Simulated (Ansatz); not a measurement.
Relaxation of a generated cell, VBiO4 built in the AFLOW prototype A4BC_tI24_141_h_b_a (as in ZrSiO4); 12 atoms in the cell, which starts as I4₁/amd, origin choice 1 (No. 141), tI24; a = b = 6.920 Å, c = 6.265 Å, α = β = γ = 90.00°. All values below come from PBEsol (plane waves to 420 eV, PAW, scalar-relativistic; Ansatz, a first-principles code). Γ-centred k-mesh 4×4×4 on the run's cell (coarser than for final values), Fermi–Dirac smearing 0.05 eV. This is the first round of the run. Spin-polarised start, with parallel moments on V.

The optimiser's lines from the output (shortened; P is positive under compression):

```
relax step   1: F+E_penalty+E_count = -34722.21027948 eV  Δ(F+E_penalty+E_count) = +0.000e0 eV  max|allowed force component| = 1.159e1 eV/Å  Δτ_max = 0.0000 Å  P = +59.108 GPa  Ω = 150.002 Å³  (13 SCF iters, dr2 threshold 1.00e-7 eV, accepted)
relax step   2: F+E_penalty+E_count = -34736.69009829 eV  Δ(F+E_penalty+E_count) = -1.448e1 eV  max|allowed force component| = 2.542e0 eV/Å  Δτ_max = 0.1998 Å  P = +7.783 GPa  Ω = 154.280 Å³  (11 SCF iters, dr2 threshold 1.20e-6 eV, accepted)
relax step   3: F+E_penalty+E_count = -34739.47694151 eV  Δ(F+E_penalty+E_count) = -2.787e0 eV  max|allowed force component| = 1.754e0 eV/Å  Δτ_max = 0.0701 Å  P = +7.195 GPa  Ω = 148.141 Å³  (10 SCF iters, dr2 threshold 1.20e-6 eV, accepted)
relax step   4: F+E_penalty+E_count = -34741.10563873 eV  Δ(F+E_penalty+E_count) = -1.629e0 eV  max|allowed force component| = 5.518e-1 eV/Å  Δτ_max = 0.0590 Å  P = +6.412 GPa  Ω = 146.444 Å³  (10 SCF iters, dr2 threshold 1.20e-6 eV, accepted)
relax step   5: F+E_penalty+E_count = -34741.80944911 eV  Δ(F+E_penalty+E_count) = -7.038e-1 eV  max|allowed force component| = 1.017e0 eV/Å  Δτ_max = 0.0319 Å  P = +2.786 GPa  Ω = 150.027 Å³  (10 SCF iters, dr2 threshold 1.20e-6 eV, accepted)
relax step   6: F+E_penalty+E_count = -34742.31902744 eV  Δ(F+E_penalty+E_count) = -5.096e-1 eV  max|allowed force component| = 5.924e-1 eV/Å  Δτ_max = 0.0775 Å  P = +7.899 GPa  Ω = 150.430 Å³  (9 SCF iters, dr2 threshold 1.20e-6 eV, accepted)
relax step   7: F+E_penalty+E_count = -34742.76563998 eV  Δ(F+E_penalty+E_count) = -4.466e-1 eV  max|allowed force component| = 6.089e-1 eV/Å  Δτ_max = 0.0984 Å  P = -2.349 GPa  Ω = 161.557 Å³  (9 SCF iters, dr2 threshold 1.20e-6 eV, accepted)
relax step   8: F+E_penalty+E_count = -34743.39820028 eV  Δ(F+E_penalty+E_count) = -6.326e-1 eV  max|allowed force component| = 6.532e-1 eV/Å  Δτ_max = 0.1580 Å  P = -6.962 GPa  Ω = 173.594 Å³  (10 SCF iters, dr2 threshold 1.20e-6 eV, accepted)
relax step   9: F+E_penalty+E_count = -34744.29867763 eV  Δ(F+E_penalty+E_count) = -9.005e-1 eV  max|allowed force component| = 9.940e-1 eV/Å  Δτ_max = 0.1745 Å  P = -11.310 GPa  Ω = 183.355 Å³  (9 SCF iters, dr2 threshold 1.20e-6 eV, accepted)
relax step  10: F+E_penalty+E_count = -34745.91221247 eV  Δ(F+E_penalty+E_count) = -1.614e0 eV  max|allowed force component| = 6.539e-1 eV/Å  Δτ_max = 0.1948 Å  P = -9.009 GPa  Ω = 185.309 Å³  (10 SCF iters, dr2 threshold 1.20e-6 eV, accepted)
relax step  11: F+E_penalty+E_count = -34747.17724451 eV  Δ(F+E_penalty+E_count) = -1.265e0 eV  max|allowed force component| = 4.171e-1 eV/Å  Δτ_max = 0.1177 Å  P = -4.442 GPa  Ω = 179.078 Å³  (8 SCF iters, dr2 threshold 1.20e-6 eV, accepted)
relax step  12: F+E_penalty+E_count = -34748.05871486 eV  Δ(F+E_penalty+E_count) = -8.815e-1 eV  max|allowed force component| = 5.865e-1 eV/Å  Δτ_max = 0.0881 Å  P = -1.826 GPa  Ω = 175.340 Å³  (9 SCF iters, dr2 threshold 1.20e-6 eV, accepted)
relax step  13: F+E_penalty+E_count = -34748.88031086 eV  Δ(F+E_penalty+E_count) = -8.216e-1 eV  max|allowed force component| = 2.990e-1 eV/Å  Δτ_max = 0.0819 Å  P = -0.903 GPa  Ω = 171.020 Å³  (9 SCF iters, dr2 threshold 1.20e-6 eV, accepted)
relax step  14: F+E_penalty+E_count = -34749.59456019 eV  Δ(F+E_penalty+E_count) = -7.142e-1 eV  max|allowed force component| = 4.354e-1 eV/Å  Δτ_max = 0.0836 Å  P = -0.832 GPa  Ω = 170.724 Å³  (9 SCF iters, dr2 threshold 1.20e-6 eV, accepted)
relax step  15: F+E_penalty+E_count = -34749.89819749 eV  Δ(F+E_penalty+E_count) = -3.036e-1 eV  max|allowed force component| = 2.211e-1 eV/Å  Δτ_max = 0.0380 Å  P = +0.259 GPa  Ω = 169.069 Å³  (8 SCF iters, dr2 threshold 1.20e-6 eV, accepted)
relax step  16: F+E_penalty+E_count = -34749.91995263 eV  Δ(F+E_penalty+E_count) = -2.176e-2 eV  max|allowed force component| = 7.539e-2 eV/Å  Δτ_max = 0.0414 Å  P = +0.048 GPa  Ω = 169.420 Å³  (8 SCF iters, dr2 threshold 1.20e-6 eV, accepted)
relax step  17: F+E_penalty+E_count = -34749.92434538 eV  Δ(F+E_penalty+E_count) = -4.393e-3 eV  max|allowed force component| = 2.054e-3 eV/Å  Δτ_max = 0.0113 Å  P = -0.035 GPa  Ω = 169.392 Å³  (7 SCF iters, dr2 threshold 3.55e-7 eV, accepted)
relax step  18: F+E_penalty+E_count = -34749.92450883 eV  Δ(F+E_penalty+E_count) = -1.634e-4 eV  max|allowed force component| = 1.062e-3 eV/Å  Δτ_max = 0.0002 Å  P = +0.009 GPa  Ω = 169.323 Å³  (6 SCF iters, dr2 threshold 4.33e-9 eV, accepted)
relax step  19: F+E_penalty+E_count = -34750.02887382 eV  Δ(F+E_penalty+E_count) = -1.044e-1 eV  max|allowed force component| = 3.966e-3 eV/Å  Δτ_max = 0.0000 Å  P = +0.976 GPa  Ω = 169.323 Å³  stress off target by 1.11e0 GPa  SCF on the basis re-selected at this cell (its energy is not comparable with the rows above)  (11 SCF iters)
relax step  20: F+E_penalty+E_count = -34750.03043068 eV  Δ(F+E_penalty+E_count) = -1.557e-3 eV  max|allowed force component| = 1.985e-2 eV/Å  Δτ_max = 0.0026 Å  P = +0.003 GPa  Ω = 170.679 Å³  (7 SCF iters, dr2 threshold 1.20e-6 eV, accepted)
relax step  21: F+E_penalty+E_count = -34750.03014138 eV  Δ(F+E_penalty+E_count) = +2.893e-4 eV  max|allowed force component| = 1.285e-4 eV/Å  Δτ_max = 0.0009 Å  P = -0.018 GPa  Ω = 170.831 Å³  (8 SCF iters, dr2 threshold 2.46e-8 eV, accepted)
relax step  22: F+E_penalty+E_count = -34750.03379401 eV  Δ(F+E_penalty+E_count) = -3.653e-3 eV  max|allowed force component| = 2.000e-4 eV/Å  Δτ_max = 0.0000 Å  P = -0.012 GPa  Ω = 170.831 Å³  stress off target by 3.23e-2 GPa  SCF on the basis re-selected at this cell (its energy is not comparable with the rows above)  (10 SCF iters)
relax step  23: F+E_penalty+E_count = -34750.03381930 eV  Δ(F+E_penalty+E_count) = -2.529e-5 eV  max|allowed force component| = 2.179e-4 eV/Å  Δτ_max = 0.0001 Å  P = +0.002 GPa  Ω = 170.821 Å³  (7 SCF iters, dr2 threshold 2.61e-9 eV, accepted)
relax step  24: F+E_penalty+E_count = -34750.03375380 eV  Δ(F+E_penalty+E_count) = +6.550e-5 eV  max|allowed force component| = 2.226e-4 eV/Å  Δτ_max = 0.0000 Å  P = +0.002 GPa  Ω = 170.821 Å³  stress off target by 4.75e-3 GPa  SCF on the basis re-selected at this cell (its energy is not comparable with the rows above)  (6 SCF iters)
```

From the first to the last row the energy changes by -2.32 eV/atom and the volume by +13.9 %. The last row is marked as not comparable with the walk above it, whose basis was carried along; it does compare with step 1, since both stand on a basis selected at the nominal cutoff for their own cell.

Energy and pressure jump between steps 18 and 19 at one geometry, where the plane-wave basis was selected anew. While the cell walks, the set of plane waves is carried along, so its effective cutoff drifts with the strain; re-selecting it at 420 eV moved the energy by -0.009 eV/atom and the pressure by 1.0 GPa. Only step 1 and rows on a re-selected basis compare with each other.

Later rounds, restarted from the end of this one on a renewed k-mesh, logged 2 more steps and released under 0.01 eV/atom more. The final structure after all rounds: I4₁/amd, origin choice 1 (No. 141), tI24, AFLOW prototype A4BC_tI24_141_h_b_a (as in ZrSiO4); a = b = 7.3036 Å, c = 6.4047 Å, α = β = γ = 90.00°. Between re-selections the logged energies stand on a plane-wave basis carried along with the cell. No spin polarisation in the result: the starting moments vanished. No Hubbard U is applied.

The run could not lose the symmetry of its start.

The first start was generated by placing the elements on the sites of a structure type. A measured structure of VBiO4 has the same space group, I4₁/amd (No. 141); the sites were not compared with it. Another known form has space group No. 88.
